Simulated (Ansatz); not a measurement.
# LiPb under pressure

All numbers below come from Ansatz 0.2.0, DFT LDA, scalar-relativistic, plane waves, PAW. Settings: 420 eV plane-wave cutoff, Γ-centred 12×12×12 mesh, Fermi-Dirac smearing of 0.15 eV. No spin polarisation. Phonons by linear response, acoustic sum rule imposed.

The cell, relaxed at this level:
```xyz
2
Lattice="2.4506 1.4149 2.0010 -2.4506 1.4149 2.0010 0.0000 -2.8297 2.0010" Properties=species:S:1:pos:R:3 pbc="T T T"
Li    0.0000    0.0000    3.0015
Pb    0.0000    0.0000    0.0000
```

In a metal, frequencies and elastic constants depend on the k mesh and the smearing, soft modes and shear constants most. Spin–orbit coupling is left out, which can shift energies with elements as heavy as these.

Optical modes at Γ (cm⁻¹) at zero pressure: 257.

**Question.** Under hydrostatic pressure the same modes lie at 294 cm⁻¹. What is the pressure, and how much has the cell shrunk?

**Answer.** 5 GPa; the volume is 9.6 % smaller.